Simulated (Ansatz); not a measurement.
**Magnetic orders of MoS**

Level of theory: Ansatz, DFT r2SCAN, scalar-relativistic, plane waves, PAW.

```
Mo S
1.0
     0.00000    2.66721    2.66721
     2.66721    0.00000    2.66721
     2.66721    2.66721    0.00000
Mo S
1 1
Direct
  0.00000 0.00000 0.00000
  0.25000 0.25000 0.25000
```

* plane-wave cutoff: 500 eV
* Γ-centred k-mesh: 14×14×14
* occupation rule: Gaussian smearing, 0.1 eV
* list of starting moments (μB, in atom order): 3.5 0
* check for lower electronic states after the SCF: off

All runs keep this geometry, which isn't relaxed for the lowest state (largest force there 0.000 eV/Å, pressure 1.7 GPa) and needn't be a stable compound; relaxing each order can shift differences of a few meV. r2SCAN tends to overstate moments in metals, so a weak moment here may be absent in the real material. Site moments are spin moments in atom-centred spheres that scale with the neighbour distance. The states are those that the runs reached from these starts; a lower one can exist. No antiferromagnetic start is among these.

Task: Order the starts by the energy of the state that they reach, lowest first.
A. large parallel starting moments
B. no spin

Result: A (0.00 meV/atom), B (25.4 meV/atom).

```
                          start ends energy above lowest (meV/atom) site moments (μB) gap on mesh (eV) P (GPa)
                        no spin non-magnetic                            25.4     none over 0.05             metal     -1.8
large parallel starting moments ferromagnetic                            0.00           Mo +0.80             metal      1.7
```

Cost: 2 runs of about 0.31 core-minutes in all, on AMD EPYC 9R45 (Zen 5) (shared hosts).